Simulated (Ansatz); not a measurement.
LiBr:
```
CELL_PARAMETERS angstrom
      0.00000     2.70550     2.70550
      2.70550     0.00000     2.70550
      2.70550     2.70550     0.00000
ATOMIC_POSITIONS crystal
  Li 0.00000 0.00000 0.00000
  Br 0.50000 0.50000 0.50000
```

Plane-wave PAW PBEsol (Ansatz code) gives a gap of 4.98 eV without spin–orbit coupling, maximum on the K–Γ line, 78 % of the way from K, minimum at Γ.

Problem. What happens when spin–orbit coupling is switched on?

Solution. The gap shrinks by 0.17 eV, to 4.81 eV; maximum at Γ, minimum at Γ.

Problem. Give the electron effective mass with spin–orbit coupling.

Solution. 0.34 mₑ (isotropic).

Problem. Give the hole effective mass with spin–orbit coupling, band 1 of 2 at the edge.

Solution. 1.3 along [100], 3.1 along [110], 4.6 along [111] (mₑ).

Problem. Give the hole effective mass with spin–orbit coupling, band 2 of 2 at the edge.

Solution. 0.57 along [100], 0.46 along [110], 0.44 along [111] (mₑ).

Space group Fm-3m (rock salt). Symmetry was held in the PBEsol relaxation.

Potentials: the later of the program's two PAW sets.
